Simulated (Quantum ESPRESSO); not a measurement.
In2GaBP4, input and log of a self-consistent run

Computed values, not a measurement. The program is pw.x of Quantum ESPRESSO 7.5 (plane-wave density functional theory). The cell is made up: 8 atoms on a zincblende/diamond lattice, with randomly drawn elements, strain and displacements, not relaxed. PseudoDojo standard norm-conserving files (v0.5 for PBE, v0.4.1 for LDA and PBEsol) set the functional; there is no spin polarisation, spin-orbit coupling or dispersion term, and the masses in the input are unused placeholders.

Input:

```
&control calculation='scf', pseudo_dir='./dojo.nc.sr.pbe.v0_5.standard.upf', outdir='./o', disk_io='medium', tprnfor=.true., tstress=.true. /
&system ibrav=0, nat=8, ntyp=4, nbnd=37, ecutwfc=79.96652505, nosym=.true., tot_charge=0,
 occupations='smearing', smearing='fd', degauss=0.0018374661
/
&electrons conv_thr=7.350e-09, electron_maxstep=60, /
ATOMIC_SPECIES
B 1.0 B.upf
Ga 1.0 Ga.upf
In 1.0 In.upf
P 1.0 P.upf
CELL_PARAMETERS angstrom
5.7074 0.0194 0.0836
0.0194 5.5856 0.0993
0.0836 0.0993 5.6495
ATOMIC_POSITIONS angstrom
In -0.1055 0.0124 -0.0339
In -0.0096 2.9607 2.852
Ga 2.8721 0.0287 2.9149
B 2.9415 2.8222 0.1285
P 1.4063 1.3379 1.5212
P 1.4557 4.3297 4.3083
P 4.3508 1.4442 4.3889
P 4.2617 4.295 1.5109
K_POINTS automatic
4 4 4 1 1 1
```

The log is shortened where brackets say so; the opening notice, blank lines, dates and the lines on written files are dropped, and the path of the files is cut. It prints rydbergs, bohrs and kilobars, and counts compression as positive stress.

```
     Program PWSCF v.7.5
     Parallel version (MPI & OpenMP), running on       1 processor cores
     Number of MPI processes:                 1
     Threads/MPI process:                     1
     [start-up lines left out]
     bravais-lattice index     =            0
     lattice parameter (alat)  =      10.7866  a.u.
     unit-cell volume          =    1214.7321 (a.u.)^3
     number of atoms/cell      =            8
     number of atomic types    =            4
     number of electrons       =        62.00
     number of Kohn-Sham states=           37
     kinetic-energy cutoff     =      79.9665  Ry
     charge density cutoff     =     319.8661  Ry
     scf convergence threshold =      7.3E-09
     mixing beta               =       0.7000
     number of iterations used =            8  plain     mixing
     Exchange-correlation= PBE
                           (   1   4   3   4   0   0   0)
     [axes and pseudopotential details left out]
   Cartesian axes
     site n.     atom                  positions (alat units)
         1        In     tau(   1) = (  -0.0184827   0.0021724  -0.0059390  )
         2        In     tau(   2) = (  -0.0016818   0.5186890   0.4996457  )
         3        Ga     tau(   3) = (   0.5031670   0.0050280   0.5106652  )
         4        B      tau(   4) = (   0.5153253   0.4944250   0.0225121  )
         5        P      tau(   5) = (   0.2463716   0.2343885   0.2665010  )
         6        P      tau(   6) = (   0.2550260   0.7585259   0.7547768  )
         7        P      tau(   7) = (   0.7622224   0.2530113   0.7688972  )
         8        P      tau(   8) = (   0.7466129   0.7524467   0.2646966  )
     number of k points=    32  Fermi-Dirac smearing, width (Ry)=  0.0018
                       cart. coord. in units 2pi/alat
        k(    1) = (   0.1227977   0.1251398   0.1222787), wk =   0.0625000
        k(    2) = (   0.1191111   0.1206598   0.3750027), wk =   0.0625000
     [further k points left out]
     Dense  grid:   117319 G-vectors     FFT dimensions: (  64,  64,  64)
     Estimated max dynamical RAM per process >     154.99 MB
     Initial potential from superposition of free atoms
     starting charge      61.9887, renormalised to      62.0000
     Starting wfcs are   47 randomized atomic wfcs
     total cpu time spent up to now is       12.3 secs
     per-process dynamical memory:    90.5 Mb
     Self-consistent Calculation
     iteration #  1     ecut=    79.97 Ry     beta= 0.70
     Davidson diagonalization with overlap
     ethr =  1.00E-02,  avg # of iterations =  3.5
     Threshold (ethr) on eigenvalues was too large:
     Diagonalizing with lowered threshold
     Davidson diagonalization with overlap
     ethr =  4.19E-04,  avg # of iterations =  2.3
     total cpu time spent up to now is       60.5 secs
     total energy              =    -479.80277056 Ry
     estimated scf accuracy    <       0.27549738 Ry
     iteration #  2     ecut=    79.97 Ry     beta= 0.70
     Davidson diagonalization with overlap
     ethr =  4.44E-04,  avg # of iterations =  2.7
     total cpu time spent up to now is       86.1 secs
     total energy              =    -479.85743812 Ry
     estimated scf accuracy    <       0.09652492 Ry
     iteration #  3     ecut=    79.97 Ry     beta= 0.70
     Davidson diagonalization with overlap
     ethr =  1.56E-04,  avg # of iterations =  6.8
     total cpu time spent up to now is      123.0 secs
     total energy              =    -479.87300411 Ry
     estimated scf accuracy    <       0.03189502 Ry
     iteration #  4     ecut=    79.97 Ry     beta= 0.70
     Davidson diagonalization with overlap
     ethr =  5.14E-05,  avg # of iterations =  3.8
     total cpu time spent up to now is      156.9 secs
     total energy              =    -479.88087045 Ry
     estimated scf accuracy    <       0.00502693 Ry
     iteration #  5     ecut=    79.97 Ry     beta= 0.70
     Davidson diagonalization with overlap
     c_bands:  1 eigenvalues not converged
     ethr =  8.11E-06,  avg # of iterations =  5.9
     total cpu time spent up to now is      191.9 secs
     total energy              =    -479.88164583 Ry
     estimated scf accuracy    <       0.00021130 Ry
     iteration #  6     ecut=    79.97 Ry     beta= 0.70
     Davidson diagonalization with overlap
     ethr =  3.41E-07,  avg # of iterations =  5.1
     total cpu time spent up to now is      230.6 secs
     total energy              =    -479.88171168 Ry
     estimated scf accuracy    <       0.00002707 Ry
     iteration #  7     ecut=    79.97 Ry     beta= 0.70
     Davidson diagonalization with overlap
     ethr =  4.37E-08,  avg # of iterations =  2.4
     total cpu time spent up to now is      259.1 secs
     total energy              =    -479.88171932 Ry
     estimated scf accuracy    <       0.00000178 Ry
     iteration #  8     ecut=    79.97 Ry     beta= 0.70
     Davidson diagonalization with overlap
     ethr =  2.87E-09,  avg # of iterations =  4.1
     total cpu time spent up to now is      293.0 secs
     total energy              =    -479.88172014 Ry
     estimated scf accuracy    <       0.00000028 Ry
     iteration #  9     ecut=    79.97 Ry     beta= 0.70
     Davidson diagonalization with overlap
     ethr =  4.47E-10,  avg # of iterations =  2.8
     total cpu time spent up to now is      323.4 secs
     total energy              =    -479.88172024 Ry
     estimated scf accuracy    <       0.00000003 Ry
     iteration # 10     ecut=    79.97 Ry     beta= 0.70
     Davidson diagonalization with overlap
     ethr =  4.92E-11,  avg # of iterations =  3.7
     total cpu time spent up to now is      365.1 secs
     End of self-consistent calculation
     [lines on levels left out]
!    total energy              =    -479.88172025 Ry
     estimated scf accuracy    <          5.2E-09 Ry
     smearing contrib. (-TS)   =      -0.00000000 Ry
     internal energy E=F+TS    =    -479.88172024 Ry
     The total energy is F=E-TS. E is the sum of the following terms:
     one-electron contribution =    -202.18374142 Ry
     hartree contribution      =     141.13575767 Ry
     xc contribution           =    -140.58616538 Ry
     ewald contribution        =    -278.24757111 Ry
     convergence has been achieved in  10 iterations
     Forces acting on atoms (cartesian axes, Ry/au):
     atom    1 type  3   force =     0.09182580    0.00321769    0.03109059
     atom    2 type  3   force =     0.02257202   -0.03618737    0.00713291
     atom    3 type  2   force =     0.00448902    0.02317403   -0.00743689
     atom    4 type  1   force =    -0.01910536   -0.01776251    0.00048077
     atom    5 type  4   force =     0.07245779    0.05357119   -0.03635132
     atom    6 type  4   force =     0.08530951   -0.05751500    0.04366219
     atom    7 type  4   force =    -0.13517008    0.10367255   -0.03146327
     atom    8 type  4   force =    -0.12237871   -0.07217060   -0.00711500
     Total force =     0.291119     Total SCF correction =     0.000344
     Computing stress (Cartesian axis) and pressure
          total   stress  (Ry/bohr**3)                   (kbar)     P=        5.97
  -0.00001337  -0.00010184  -0.00004889           -1.97      -14.98       -7.19
  -0.00010184   0.00005975  -0.00036548          -14.98        8.79      -53.76
  -0.00004889  -0.00036548   0.00007544           -7.19      -53.76       11.10
     init_run     :     10.84s CPU     12.21s WALL (       1 calls)
     electrons    :    325.89s CPU    352.77s WALL (       1 calls)
     forces       :      5.70s CPU      5.82s WALL (       1 calls)
     stress       :     21.17s CPU     21.33s WALL (       1 calls)
     [timing details left out]
     PWSCF        :   6m 3.81s CPU   6m32.92s WALL
     JOB DONE.
```

In other units: free energy -6529.123 eV for the cell, pressure 0.60 GPa, largest force component 3.475 eV/Å. A rerun of this cell at 1377 eV and a 6 x 6 x 6 mesh moved values by no more than 0.011 eV in energy, 0.02 GPa in stress and 0.003 eV/Å in force.